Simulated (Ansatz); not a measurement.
One crystal and one scan (energy over volume and axial ratio) at two levels, PBE (plane waves to 420 eV, PAW, scalar-relativistic; Ansatz, an electronic-structure program) and r2SCAN (plane waves to 500 eV, PAW, scalar-relativistic; Ansatz), each from its own relaxed cell and on its own mesh. The cell shown is that of PBE.

CsBr (CsCl type)

```yaml
crystal:
  lattice:
    - [4.38897, 0.00000, 0.00000]
    - [0.00000, 4.38897, 0.00000]
    - [0.00000, 0.00000, 4.38897]
  atoms:
    - { symbol: Cs, position: [0.00000, 0.00000, 0.00000] }
    - { symbol: Br, position: [0.50000, 0.50000, 0.50000] }
```

The relaxed cell is deformed in two ways at once: its volume V is scaled, and at that volume it is stretched along z (the c axis of the conventional cell) so that c/a changes. Fractional atomic positions are held.

E stands for the smeared free energy. CsBr was relaxed with its symmetry unable to fall. Percentages come from the unrounded values. Both scans cover V/V₀ from 0.960 to 1.040 and (c/a)/(c/a)₀ from 0.920 to 1.080.

Results of PBE:

- Lattice constant a (Å): 4.389
- Band gap of the relaxed cell, no spin-orbit coupling (eV): 4.26
- Shear modulus C′ = (C11 − C12)/2 (fit, atoms clamped) (GPa): 10.9

Task: What does r2SCAN give for the same quantities?

Result: 
```csv
quantity,r2SCAN,PBE − r2SCAN
Lattice constant a (Å),4.323,+0.066 (+1.5 %)
"Band gap of the relaxed cell, no spin-orbit coupling (eV)",5.19,-0.93 (-18 %)
"Shear modulus C′ = (C11 − C12)/2 (fit, atoms clamped) (GPa)",11.3,-0.4 (-4 %)
```

PBE gives the higher value for: lattice constant a. PBE gives the lower value for: band gap of the relaxed cell, no spin-orbit coupling; shear modulus C′. Neither level is exact: the differences show how much the result hangs on the functional.

(A scan under strain: stresses follow from slopes of the energy per volume, elastic moduli from its curvatures.)
